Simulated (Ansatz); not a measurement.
Relaxed-ion elastic tensor of NbN (NiAs type, P6_3/mmc) in GPa (Voigt order), DFT-PBEsol in the program Ansatz with PAW potentials; density 8.35 g/cm³, 10.63 Å³ per atom.

```
504  260  166  0.0  0.0  0.0
260  504  166  0.0  0.0  0.0
166  166  806  0.0  0.0  0.0
0.0  0.0  0.0  275  0.0  0.0
0.0  0.0  0.0  0.0  275  0.0
0.0  0.0  0.0  0.0  0.0  122
```

Is the crystal mechanically stable?

Yes: the smallest eigenvalue of C is 122 GPa.

Work out the Voigt, Reuss and Hill averages.

K_V = 333, K_R = 328, K_H = 330; G_V = 216, G_R = 184, G_H = 200 GPa.

Give Young's modulus, Poisson's ratio, Pugh's ratio and the universal anisotropy index.

E = 9KG/(3K + G) = 499 GPa; ν = 0.25; K/G = 1.65 (near the Pugh limit of 1.75, no verdict); A_U = 5G_V/G_R + K_V/K_R − 6 = 0.89.

Estimate the sound speeds and the Debye temperature.

v_l = √((K + 4G/3)/ρ) = 8450 m/s, v_t = √(G/ρ) = 4890 m/s, mean 5430 m/s; Θ = (h/k)(3n/4πV)^(1/3) v_m = 735 K.

How much does each axis shrink under pressure?

Linear compressibilities β_i = Σ_j S_ij (j = 1 to 3): x 1.1, y 1.1, z 0.77 per TPa.

The workflow started from a Materials Project entry (that database holds measured and hypothetical structures alike); the Crystallography Open Database files this formula in space group No. 194, but the cells were not matched. It is not the phase usual at ambient conditions (space group No. 225). Symmetry was held in the PBEsol relaxation; its stability against distortions is not shown here. The run is not spin-polarised. As this level gives no gap, shear constants depend on the k-mesh and smearing (Fermi–Dirac, 0.1 eV here).

Potentials: the later of the program's two PAW sets.
